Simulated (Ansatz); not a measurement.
Starting cell, NiSi$_{2}$ (fluorite type, space group Fm-3m):

```
CELL_PARAMETERS angstrom
      0.00000     2.69483     2.69483
      2.69483     0.00000     2.69483
      2.69483     2.69483     0.00000
ATOMIC_POSITIONS crystal
  Ni 0.00000 0.00000 0.00000
  Si 0.25000 0.25000 0.25000
  Si 0.75000 0.75000 0.75000
```

In this cell atom 2 (Si, nearest neighbour Ni at 2.334 Å; its periodic images, 3.8 Å or more away, move with it) is moved by s towards the nearest neighbour, unit vector (-0.577, -0.577, -0.577); all other atoms and the cell stay fixed.

These are r2SCAN (plane waves to 500 eV, PAW, scalar-relativistic; Ansatz, a quantum-chemistry and plane-wave program) values and carry that method's errors. k mesh 12×12×12 (Γ-centred), Fermi-Dirac smearing 0.05 eV. The energy includes the smearing's −TS. With partly filled bands, energies and forces of such displacements shift with the k mesh and the smearing. On this mesh the relaxed cell isn't quite at rest: it carries a pressure of -0.3 GPa (compression positive) at the zero of the scan. NiSi2 is run without spin polarisation. NiSi2 was relaxed with its symmetry unable to fall. The PAW data are Ansatz's earlier set. The zero of ΔE is the undisplaced structure. The last digit holds for this mesh only.

| s (Å) | ΔE (meV/cell) |
|---|---|
| -0.230 | 190.6 |
| -0.184 | 126.6 |
| -0.138 | 74.0 |
| -0.092 | 34.1 |
| -0.046 | 8.8 |
| 0.000 | 0.0 |
| 0.046 | 9.3 |
| 0.092 | 38.5 |
| 0.138 | 89.7 |
| 0.184 | 165.6 |
| 0.230 | 269.6 |

**Question.** What force constant k = d²E/ds² at s = 0 does the table give?

**Answer.** 8.6 eV/Å². It is the second difference of the nearest points, corrected with the next pair.

**Question.** With k = 8.57 eV/Å² from the forces, is the well harmonic out to s = 0.230 Å?

**Answer.** ½ks² = 227 meV/cell against the computed 270 meV/cell, so the well is stiffer than harmonic there.

(For displaced atoms, the force is minus the slope of the energy, and its curvature is a force constant, which sets phonon frequencies.)
